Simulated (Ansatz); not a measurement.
GaBi (NiAs type, P6_3/mmc) at seven volumes, plane-wave PAW PBE (Ansatz code), shape and atoms relaxed at each. One row is withheld.

```
V (Å³/atom)  P (GPa)
-----------  -------
25.199          5.49
26.030          3.33
26.860          1.52
27.691          0.00
28.522         -1.29
29.352         -2.36
30.183             ?
```

### Question
Fit the shown pressures and predict the withheld one.

### Answer
P = (3/2)B₀(x^(7/2) − x^(5/2))[1 + (3/4)(B′ − 4)(x − 1)] with x = (V₀/V)^(2/3). Least squares on the six rows gives V₀ = 27.689 Å³/atom, B₀ = 46.5 GPa, B′ = 4.76. At V = 30.183, x = 0.9441 and P = -3.27 GPa. The run itself gave -3.27 GPa.

A made-up cell: these elements were put on the sites of a structure type; neither database checked (COD, Materials Project) lists it. Its standing as an ambient phase is unchecked. The PBE relaxation kept the symmetry of its start; whether a distortion lowers the energy is not shown. Spin–orbit coupling is left out wherever it is not named.

Potentials: the later of the program's two PAW sets.
